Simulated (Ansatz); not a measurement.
# Relaxing a structure of ZrS$_{2}$

The start is a generated cell, ZrS2 built in the pyrite structure type. Cell shape, volume and atoms are optimised at zero target pressure with r2SCAN (plane waves to 500 eV, PAW, scalar-relativistic; Ansatz, an electronic-structure program). First-step values are on the input's coarse k-mesh.

Ansatz input (later rounds restart from its end on a renewed k-mesh):
Ansatz 0.2 input:
```yaml
crystal:
  lattice:
    - [6.172683, 0, 0]
    - [0, 6.172683, 0]
    - [0, 0, 6.172683]
  atoms:
    - { symbol: Zr, position: [0, 0, 0] }
    - { symbol: Zr, position: [0.5, 0.5, 0] }
    - { symbol: Zr, position: [0, 0.5, 0.5] }
    - { symbol: Zr, position: [0.5, 0, 0.5] }
    - { symbol: S, position: [0.3851, 0.3851, 0.3851] }
    - { symbol: S, position: [0.8851, 0.1149, 0.6149] }
    - { symbol: S, position: [0.6149, 0.8851, 0.1149] }
    - { symbol: S, position: [0.1149, 0.6149, 0.8851] }
    - { symbol: S, position: [0.6149, 0.6149, 0.6149] }
    - { symbol: S, position: [0.1149, 0.8851, 0.3851] }
    - { symbol: S, position: [0.3851, 0.1149, 0.8851] }
    - { symbol: S, position: [0.8851, 0.3851, 0.1149] }
basis: { ecutwfc: 500, ecutrho_ratio: 4, xc_grid: 4, fft_grid_basis: typed }
kpoints: { mp_grid: { grid: [3, 3, 3] } }
hamiltonian:
  xc: r2scan
  dispersion: none
  pseudopotentials: { kind: paw }
scf: { occupations: { method: fermi_dirac, width: 0.05 } }
relax: { f_tol: 0.01, max_steps: 100, cell: { stress_tol: 0.02 } }
output: { forces: true, stress: true }
```

What pressure does the first self-consistent step give?

+6.6 GPa (positive: the cell is compressed).

What is the largest force in the starting geometry, and on which atom (counted from 1)?

2.05 eV/Å, on S5, S6, S7, S8, S9, S10, S11, S12 (atoms numbered as listed).

By how much does the energy per atom fall from start to end?

0.25 eV/atom.

How does the volume change?

+8.3 %, from 19.60 to 21.22 Å³/atom.

How do the shortest distances between atoms change?

The closest pairs of elements (up to four, under 3.6 Å), start → end: S–S 2.46 → 3.35 Å; S–Zr 2.58 → 2.59 Å.

Is the relaxed structure metallic? Give its gap.

0.53 eV, indirect (valence top at Γ, conduction bottom at R) (no spin-orbit coupling).

Give the final cell and atomic positions.


```cif
data_S8Zr4
_chemical_formula_sum 'Zr4 S8'
_space_group_name_H-M_alt 'Pa-3'
_space_group_IT_number 205
_space_group_name_Hall '-P 2ac 2ab 3'
_cell_length_a 6.33799
_cell_length_b 6.33799
_cell_length_c 6.33799
_cell_angle_alpha 90.000
_cell_angle_beta 90.000
_cell_angle_gamma 90.000
loop_
_atom_site_label
_atom_site_type_symbol
_atom_site_symmetry_multiplicity
_atom_site_Wyckoff_symbol
_atom_site_fract_x
_atom_site_fract_y
_atom_site_fract_z
_atom_site_occupancy
Zr1 Zr 4 a 0.00000 0.00000 0.00000 1
S1 S 8 c 0.34734 0.34734 0.34734 1
```

The space group stays Pa-3 (No. 205) (the run could not lower it), with 12 atoms in the primitive cell. Final values are on a 4×4×4 k-mesh of the relaxed cell. No spin polarisation in the result.

The run could not lose the symmetry of its start, so the end can be a saddle point.

The relaxed structure here is a generated cell of ZrS2: the first start was made by placing the elements on the sites of a structure type, and the end was not matched to a known phase here, so it may be hypothetical. Known forms of ZrS2 include space group No. 164.
